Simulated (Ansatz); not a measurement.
NbCd3:
```
CELL_PARAMETERS angstrom
      4.18445     0.00000     0.00000
      0.00000     4.18445     0.00000
      0.00000     0.00000     4.18445
ATOMIC_POSITIONS crystal
  Cd 0.00000 0.50000 0.50000
  Cd 0.50000 0.00000 0.50000
  Cd 0.50000 0.50000 0.00000
  Nb 0.00000 0.00000 0.00000
```

Relaxed with LDA. Special points in fractions of this cell's reciprocal vectors: Γ (0.000, 0.000, 0.000); X (0.000, 0.500, 0.000); M (0.500, 0.500, 0.000); R (0.500, 0.500, 0.500).

List the band energies nearest the Fermi level at these points for plane-wave PAW LDA (Ansatz code).

In eV from the Fermi level; about four levels below and three above (degenerate sets whole), none deeper than 8.9 eV; points with the same levels are listed once.

```tsv
k	below	above
Γ	-7.46 -7.46 -7.46 -0.89 -0.89	0.21 0.21 0.21
X	-6.01 -0.90 -0.90 -0.79	1.06 1.29 3.28
M	-3.18 -3.18 -0.31 -0.31	1.18 1.93 2.28
R	-2.40 -2.40 -2.40 -1.18 -1.18 -1.18	1.60 1.60 3.98
```

Space group Pm-3m (Cu3Au type). The workflow started from an entry of the Crystallography Open Database (COD). Its standing as an ambient phase is unchecked. The cell was relaxed with LDA under the symmetry of its start; of distortions, only those at the zone centre were tested. The run is not spin-polarised. Spin–orbit coupling is left out wherever it is not named.

Potentials: the later of the program's two PAW sets.
